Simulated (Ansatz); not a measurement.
CsI (CsCl type, Pm-3m), PBEsol in the plane-wave PAW code Ansatz. The conduction-band minimum lies at Γ, with 1 equivalent valley. Second derivatives d²E/dk² of the lowest band at one valley (eV·Å²), along Cartesian directions:

```json
[
 {"direction": "[100]", "d²E/dk²": "28.62"},
 {"direction": "[010]", "d²E/dk²": "28.62"},
 {"direction": "[001]", "d²E/dk²": "28.62"},
 {"direction": "[110]", "d²E/dk²": "28.64"},
 {"direction": "[101]", "d²E/dk²": "28.64"},
 {"direction": "[011]", "d²E/dk²": "28.64"}
]
```

Task: Find the principal effective masses, the density-of-states mass and the conductivity mass.

Result: Off-diagonal terms follow from H_xy = H[110] − (H_xx + H_yy)/2, and m*/mₑ = 7.620 eV·Å² over each eigenvalue: 0.27, 0.27, 0.27. One valley's DOS mass (m₁m₂m₃)^(1/3) = 0.27, conductivity mass 3/(Σ 1/mᵢ) = 0.27 mₑ.

Task: What effective density of states Nc follows at 300 K for parabolic valleys?

Result: Nc = 2.509e19 × 1 × (0.27)^(3/2) ≈ 3.5e18 cm⁻³.

The PBEsol relaxation kept the symmetry of its start. Spin–orbit coupling is left out wherever it is not named.

Potentials: the later of the program's two PAW sets.

Edges and masses are those of Kohn–Sham bands, whose gap is no quasiparticle gap.
